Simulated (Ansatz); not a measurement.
TiBO3 in space group R-3c (No. 167; O on 18e, Ti on 6b, B on 6a) under volume change, the program Ansatz at the r²SCAN level (PAW), shape and atoms relaxed at each volume.

| V (Å³/atom) | E − E(relaxed) (meV/atom) | P (GPa) |
|---|---|---|
| 8.418 | 52.0 | 21.59 |
| 8.696 | 21.9 | 13.33 |
| 8.973 | 5.2 | 6.16 |
| 9.251 | 0.0 | 0.00 |
| 9.528 | … | … |
| 9.806 | … | … |
| 10.083 | 38.4 | -13.67 |

Task: Complete the blanks.

Result: 
- 9.806, E − E(relaxed) (meV/atom): 17.9
- 9.806, P (GPa): -9.82
- 9.528, E − E(relaxed) (meV/atom): 4.7
- 9.528, P (GPa): -5.30

Task: What does a third-order Birch–Murnaghan fit give for V₀, B₀ and B′?

Result: V₀ = 9.25 Å³/atom, B₀ = 189 GPa, B′ = 4.0.

The workflow started from an entry of the Crystallography Open Database (COD). Its standing as an ambient phase is unchecked. The cell was relaxed with r²SCAN under the symmetry of its start; its stability against distortions is not shown here. No spin polarisation was allowed.

Potentials: the later of the program's two PAW sets.
